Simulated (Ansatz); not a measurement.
BiTe:
Space group R-3m, hexagonal axes (No. 166); a = b = 4.797 Å, c = 9.597 Å, α = β = 90.00°, γ = 120.00°

```tsv
atom	site	symmetry	x	y	z
Bi	3b	-3m	0.0000	0.0000	0.5000
Te	3a	-3m	0.0000	0.0000	0.0000
```
(The calculation used a cell of 2 atoms; values per cell refer to that cell.)

Relaxed at zero pressure with PBEsol in the plane-wave PAW code Ansatz.

Problem. The volume is lowered by 9 % and shape and atoms relax at that volume. What pressure results, and how do the axes share the change?

Solution. 4.8 GPa; a -0.1 %, b -0.1 %, c -8.9 %; the energy rises by 42 meV/atom.

Problem. Give the new structure.

Solution. 
Space group R-3m, hexagonal axes (No. 166); a = 4.795 Å, b = 4.795 Å, c = 8.743 Å, α = 90.00°, β = 90.00°, γ = 120.00°

```
atom  site  symmetry       x       y       z
----  ----  --------  ------  ------  ------
Bi      3b       -3m  0.0000  0.0000  0.5000
Te      3a       -3m  0.0000  0.0000  0.0000
```

The phase is kept; no other phase was compared at this pressure.

The first step of the workflow began from a Materials Project structure, measured or hypothetical; the Crystallography Open Database copy checked does not list it. COD files the formula under space group No. 164, 225. Whether it is the stable phase at ambient conditions was not checked. The PBEsol relaxation kept the symmetry of its start; its stability against distortions is not shown here. Scalar-relativistic: spin–orbit coupling is off unless named, which matters more the heavier the elements.

Potentials: the later of the program's two PAW sets.
